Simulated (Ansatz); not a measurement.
GaN in space group P6_3/mmc (No. 194; Ga on 2d, N on 2b), a = b = 3.1749 Å, c = 7.5234 Å, α = β = 90.00°, γ = 120.00°.

Relaxed with r²SCAN+D4.

### Question
Give the optical modes at the zone centre with their infrared and Raman activity from DFPT, DFT-r²SCAN+D4 in the program Ansatz with PAW potentials.

### Answer
Transverse frequencies, without the LO–TO term; a row sums one degenerate level.

| ω (cm⁻¹) | degeneracy | IR ((D/Å)²/amu) | Raman (Å⁴/amu) | activity | symmetry |
|---|---|---|---|---|---|
| 37i | 2 | 0.00 | 0.073 | Raman | E2g |
| 62 | 1 | 0.00 | 0 | silent | B1g |
| 235 | 1 | 3.65 | 0 | IR | A2u |
| 309 | 1 | 0.00 | 0 | silent | B1g |
| 738 | 2 | 0.00 | 49 | Raman | E2g |
| 742 | 2 | 74.70 | 0 | IR | E1u |

### Question
How high does the top mode go among those that the LO–TO term moves?

### Answer
886 cm⁻¹ for q along x, 886 cm⁻¹ for q along y, 307 cm⁻¹ for q along z.

The first step of the workflow began from a Materials Project structure, measured or hypothetical; the Crystallography Open Database copy checked does not list it. It is not the phase usual at ambient conditions (space group No. 186, 216). The r²SCAN+D4 relaxation kept the symmetry of its start; of distortions, only those at the zone centre were tested, and some modes there are weakly imaginary.

Potentials: the later of the program's two PAW sets.
